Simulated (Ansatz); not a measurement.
SiO2 stretched along one axis: stress and gap

Cell: a structure deposited in the COD, its atoms then relaxed with PBE in this cell.

```
CELL_PARAMETERS angstrom
4.16670 0.00000 0.00000
0.00000 4.16670 0.00000
0.00000 0.00000 2.66450
ATOMIC_POSITIONS crystal
Si 0.00000 0.00000 0.00000
Si 0.50000 0.50000 0.50000
O 0.30526 0.30526 0.00000
O 0.19474 0.80526 0.50000
O 0.69474 0.69474 0.00000
O 0.80526 0.19474 0.50000
```

Atom numbers follow the list; atoms alike are taken as one site, whose name carries the number of the first.

Method: Kohn–Sham DFT in Ansatz, PBE, plane waves and PAW, scalar-relativistic, 420 eV cutoff, Γ-centred 7×7×11 k-points, Fermi–Dirac smearing 0.02 eV.

The cell is stretched along z (the third Cartesian axis of the run's cell), x and y held, and the ions relax again each time. Tension counts as positive.

```
strain along z (%)  stress along z (GPa)  stress along x (GPa)  gap on the k-mesh (eV)
                -3                 -38.8                 -18.8                    6.33
                -2                 -29.7                 -16.5                    6.12
                -1                 -21.3                 -14.4                    5.92
                 0                 -13.4                 -12.2                    5.70
                +1                  -6.0                 -10.1                    5.49
                +2                   0.8                  -8.2                    5.27
                +3                     ?                     ?                       ?
```

Problem. Estimate the row at +3 % from the others.

Solution. stress along z (GPa): 7.3; stress along x (GPa): -6.3; gap on the k-mesh (eV): 5.06. Worked: parabolas through the other 6 rows give 7.2 and -6.2 GPa at +3 %. Their slopes at zero strain are 765 GPa (the stiffness along z) and 210 GPa (the coupling of z to x). They hold at this cell, where the calculated pressure is 12.6 GPa. The gap closes by 216 meV per per cent of stretch between the rows next to zero strain; the parabola gives 5.05 eV for the withheld row.

PBE gaps are too small, by a third to a half in many semiconductors; their changes with strain are better.

All values belong to this cell and structure model.
